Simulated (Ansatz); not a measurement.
A geometry of Be away from equilibrium: step 2 of the relaxation of a relaxed Be cell displaced along its unstable phonon at q = (½, 0, 0) of its primitive reciprocal cell (348i cm⁻¹), largest move 0.15 Å. Computed with r2SCAN (plane waves to 500 eV, PAW, scalar-relativistic; Ansatz, a program for electronic structure). Γ-centred k-mesh 11×11×11 on the run's cell (coarser than for final values), Fermi–Dirac smearing 0.05 eV. The plane waves were selected for a different cell earlier on the path.

```xyz
4
Lattice="0.1218 4.8321 4.8321 2.4769 0.0000 2.4769 2.4769 2.4769 0.0000" Properties=species:S:1:pos:R:3 pbc="T T T"
Be     3.9313     3.4995     3.4995
Be     3.6850     6.2228     6.2228
Be     2.3372     2.6167     2.6167
Be     2.7053     4.7255     4.7255
```

Problem. Give the Cartesian forces on all atoms (eV/Å).

Solution. 
```json
[
 {"atom": "Be1", "Fx": "0.93", "Fy": "-0.93", "Fz": "-0.93"},
 {"atom": "Be2", "Fx": "-0.37", "Fy": "0.37", "Fz": "0.37"},
 {"atom": "Be3", "Fx": "-0.93", "Fy": "0.93", "Fz": "0.93"},
 {"atom": "Be4", "Fx": "0.37", "Fy": "-0.37", "Fz": "-0.37"}
]
```

The path ends in Im-3m (No. 229) (bcc (W type)). No spin polarisation in the result.

The run could not lose the symmetry of its start, so the end can be a saddle point.

The end of the path is a generated cell of Be: the first start was made by placing the elements on the sites of a structure type, and the end was not matched to a known phase here, so it may be hypothetical. Known forms of Be include space group No. 194.
